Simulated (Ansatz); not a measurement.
This run works on a generated trial structure, not on a known crystal.

Input and command of a plane-wave DFT calculation in Ansatz:

```yaml
crystal:
  lattice:
    - [4.9631985585, 0.0, 0.0]
    - [0.0, 4.9631985585, 0.0]
    - [0.0, 0.0, 7.9159375153]
  atoms:
    - { symbol: Mg, position: [0.2508996427, 0.7508996427, 0.3291717797] }
    - { symbol: Mg, position: [0.7491003573, 0.2491003573, 0.3291717797] }
    - { symbol: Mg, position: [0.7508996427, 0.7491003573, 0.6708282203] }
    - { symbol: Mg, position: [0.2491003573, 0.2508996427, 0.6708282203] }
    - { symbol: Zn, position: [0.3151537374, 0.1848462626, 0.0348474353] }
    - { symbol: Zn, position: [0.6848462626, 0.8151537374, 0.0348474353] }
    - { symbol: Zn, position: [0.8151537374, 0.3151537374, 0.9651525647] }
    - { symbol: Zn, position: [0.1848462626, 0.6848462626, 0.9651525647] }
    - { symbol: S, position: [0.2486449185, 0.2513550815, 0.3405831327] }
    - { symbol: S, position: [0.7513550815, 0.7486449185, 0.3405831327] }
    - { symbol: S, position: [0.2513550815, 0.7513550815, 0.6594168673] }
    - { symbol: S, position: [0.7486449185, 0.2486449185, 0.6594168673] }
basis:
  ecutwfc: 420
kpoints:
  mp_grid: { grid: [6, 6, 4] }
hamiltonian:
  xc: pbe
scf:
  occupations: { method: gaussian, width: 0.1 }
output:
  forces: true
  stress: true
  eigenvalues: true
relax:
  adjacent_minimum: "off"
  f_tol: 0.01
  max_steps: 30
  cell: { stress_tol: 0.1, fix: [volume] }
```

```bash
ansatz run input.yaml --threads 1 --pin off --max-ram 2560MiB --backend cpu --events-out ev --progress --plain --runs-dir out
```

Processor: AMD EPYC 7R43 64-Core Processor (Zen 3), 1 thread, on a host shared with other jobs.

Q: Estimate time, memory and problem size.

A: About 3.2 min, peak memory 0.65 GiB. It solves 68 bands at 30 k points (after reduction by symmetry) with about 3839 plane waves, in 33 SCF iterations over 6 ionic steps.
